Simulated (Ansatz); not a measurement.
**Elastic constants of Li3HO: input and output**

Computed with DFT PBEsol, scalar-relativistic, plane waves, PAW (Ansatz).

Launched with:
```bash
ansatz run input.yaml --threads 1 --pin off --max-ram 1228MiB --backend cpu --events-out ev --progress --plain --runs-dir out
```

Input (bare energies are in eV):
```yaml
crystal:
  lattice:
    - [3.691, 0.0, 0.0]
    - [0.0, 3.691, 0.0]
    - [0.0, 0.0, 3.691]
  atoms:
    - { symbol: H, position: [0.0, 0.0, 0.0] }
    - { symbol: O, position: [0.5, 0.5, 0.5] }
    - { symbol: Li, position: [0.5, 0.5, 0.0] }
    - { symbol: Li, position: [0.5, 0.0, 0.5] }
    - { symbol: Li, position: [0.0, 0.5, 0.5] }
basis:
  ecutwfc: 420
kpoints:
  mp_grid: { grid: [6, 6, 6] }
hamiltonian:
  xc: pbesol
scf:
  occupations: { method: fixed }
output:
  forces: true
  stress: true
  eigenvalues: true
elastic:
  mode: relaxed_ion
  stencil: two_point
```

From the output:
```
--- Elastic constants: 2 strain directions × 2 members + reference (group order 48) ---
  dense FFT box of the reference and of every strained cell: 25×25×25
  strains applied: 11, 23; error gains: componentwise 1.00 (the most a stress slope's error grows in a printed constant), spectral 1.73 (1 for all six strains in a standard setting)
  C = ∂σ_k/∂η_j (tension-positive GPa; Voigt order 11 22 33 23 13 12):
       120.345     21.079     21.079     -0.000     -0.000     -0.000
        21.079    120.345     21.079     -0.000     -0.000     -0.000
        21.079     21.079    120.345     -0.000     -0.000     -0.000
        -0.000     -0.000     -0.000     36.269      0.000      0.000
         0.000      0.000     -0.000      0.000     36.269      0.000
        -0.000     -0.000      0.000      0.000      0.000     36.269
  reference stress σ⁰ (GPa):     -0.291     -0.291     -0.291      0.000     -0.000      0.000
  C* (energy form; C + prestress term) asymmetry max|C*_kj − C*_jk| = 3.553e-15 GPa — a small one proves nothing (zero by symmetry where the batch's group is 432, −43m or m−3m); a large one is finite-difference/SCF noise where every solve ...
  moduli (Voigt/Reuss/Hill, GPa): K = 54.17/54.17/54.17   G = 41.61/40.65/41.13   E = 98.47   ν = 0.197
  mechanically stable: yes (min eigenvalue of sym C = 36.27 GPa)
  strain η (Voigt 11):  stress-route row diagonal C_11 = 120.34 GPa, energy-path curvature d²(F+E_count+ΔE)/dδ²/Ω₀ = 120.06 GPa
         δ    σ_11 (GPa) F (eV) n_scf n_hpsi n_pw
    -2.000e-3      -0.5348       -1188.7817842       8    8688   1000   relax 0 steps, max|allowed force component| 1.05e-29 eV/Å
     2.000e-3      -0.0534       -1188.7821484       7    9023   1021   relax 0 steps, max|allowed force component| 1.17e-29 eV/Å
  strain η (Voigt 23):  stress-route row diagonal C_44 = 36.27 GPa, energy-path curvature d²(F+E_count+ΔE)/dδ²/Ω₀ = 37.10 GPa
         δ    σ_23 (GPa) F (eV) n_scf n_hpsi n_pw
    -2.000e-3      -0.0725       -1188.7820107       7   11046   1013   relax 0 steps, max|allowed force component| 6.27e-30 eV/Å
     2.000e-3       0.0725       -1188.7820107       8   11762   1013   relax 0 steps, max|allowed force component| 5.00e-30 eV/Å
```

Time: 8.9 s on 1 thread of Arm Neoverse V2, with other jobs on the host, peak memory 0.31 GiB.

The cell is the ideal cubic antiperovskite prototype; whether it is the stable structure of this composition wasn't checked.